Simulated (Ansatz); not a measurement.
# Field gradients at the nuclei in Bi4Te3

The cell is a structure deposited in the COD, atoms as given.

```cif
data_Bi4Te3
_symmetry_space_group_name_H-M 'R-3m:H'
_symmetry_Int_Tables_number 166
_cell_length_a 4.4510
_cell_length_b 4.4510
_cell_length_c 41.8880
_cell_angle_alpha 90.000
_cell_angle_beta 90.000
_cell_angle_gamma 120.000
loop_
_atom_site_label
_atom_site_type_symbol
_atom_site_symmetry_multiplicity
_atom_site_Wyckoff_symbol
_atom_site_fract_x
_atom_site_fract_y
_atom_site_fract_z
Bi1 Bi 6 c 0.0000 0.0000 0.7172
Bi3 Bi 6 c 0.0000 0.0000 0.1460
Te5 Te 3 a 0.0000 0.0000 0.0000
Te6 Te 6 c 0.0000 0.0000 0.4260
```

One atom of each set is listed; the run and its k-mesh use a cell of 7 atoms with edges of 14.20, 14.20, 14.20 Å.

All values are calculated (Ansatz; DFT, PBE, plane waves and PAW, scalar-relativistic, 420 eV cutoff, Γ-centred 11×11×11 k-points, Fermi–Dirac smearing 0.02 eV), not measured.

Conventions: |V_zz| ≥ |V_yy| ≥ |V_xx|, η = (V_xx − V_yy)/V_zz, C_Q = eQV_zz/h.

²⁰⁹Bi: I = 9/2, Q = -516.0 mb. Quadrupole moments are those of Pyykkö's year-2017 table.

Question: What field gradients does the calculation give at each kind of site?

Answer: 

```csv
site,atoms,first shell,V_zz (10²¹ V/m²),η,C_Q (MHz)
Bi1,2,6 Te at 3.12–3.33 Å,3.56,0.00,-44.4
Bi3,2,"3 Bi at 3.10 Å, 3 Te at 3.40 Å",6.22,0.00,-77.6
Te5,1,6 Bi at 3.33 Å,12.42,0.00,–
Te6,2,6 Bi at 3.12–3.40 Å,1.36,0.00,–
```

An axis of threefold or higher order runs through Bi1, Bi3, Te5 and Te6, so V_zz lies along it and η is zero.

Te has no stable isotope with a ground-state quadrupole moment in the table, so no C_Q is given.

The largest force is 0.4 eV/Å, so the atoms aren't at the calculated equilibrium and relaxing them would move these values. With no gap above 0.1 eV, as in a metal, the gradients converge slowly in k; expect changes of a tenth or more on a denser mesh. Spin–orbit coupling is left out, which shifts gradients on Bi by a few per cent in wide-gap crystals, and can shift them far more where the calculated gap is small or absent, as here.

Hardware: 1 thread of Intel Xeon Platinum 8259CL CPU @ 2.50GHz (Skylake/Cascade Lake) (x86_64; 16 cores open to the job, memory cap 3.0 GiB, no GPU), a shared host with a load of 0.4 a core. Wall time 2.7 min, CPU time 2.7 min, peak memory 1.6 GiB.
